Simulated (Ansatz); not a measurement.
A geometry of Al$_{2}$O$_{3}$ away from equilibrium: the start of the relaxation of a relaxed Al2O3 cell shaken by Gaussian noise of σ = 0.08 Å a coordinate. Method: PBEsol (plane waves to 420 eV, PAW, scalar-relativistic; Ansatz, a first-principles code). Γ-centred k-mesh 4×4×8 on the run's cell (coarser than for final values), Fermi–Dirac smearing 0.05 eV.

```xyz
10
Lattice="5.4536 0.0000 0.0000 0.0000 5.4536 0.0000 0.0000 0.0000 2.7770" Properties=species:S:1:pos:R:3:forces:R:3 pbc="T T T" free_energy=-5468.930 pressure_GPa=8.2
O      0.0587     0.0471    -0.0949    0.0586    0.0630    0.5922
O      2.7824     2.9023    -0.0880   -2.2660   -1.4598    0.7553
O      0.8512     3.4669     1.5298   -3.7235   -3.0321   -4.5696
O      3.5167     4.6693     1.3255    1.1417    1.7626    0.0926
O      2.0851     0.8668     1.3917   -1.4606    0.5342   -0.0149
O      4.5690     2.0360     1.3083    1.4310   -0.8559   -0.3437
Al     1.5972     4.3607    -0.1806    3.1779    4.0160    4.0387
Al     4.2752     3.7949    -0.0410    0.6934   -0.5679   -0.3309
Al     1.0350     1.7890    -0.0594    1.8840   -1.1807    0.0385
Al     3.8384     0.9849    -0.0407   -0.9366    0.7207   -0.2583
```

Positions in Å, forces in eV/Å, free energy of the cell in eV (comparable only within this code, potentials and settings). Largest force: 6.63 eV/Å, on O3 (atoms numbered as listed); the geometry lies 0.82 eV/atom above the end of its relaxation.

No spin polarisation in the result.

The end of the path is a generated cell of Al2O3: the first start was made by placing the elements on the sites of a structure type, and the end was not matched to a known phase here, so it may be hypothetical. Known forms of Al2O3 include space group No. 167.
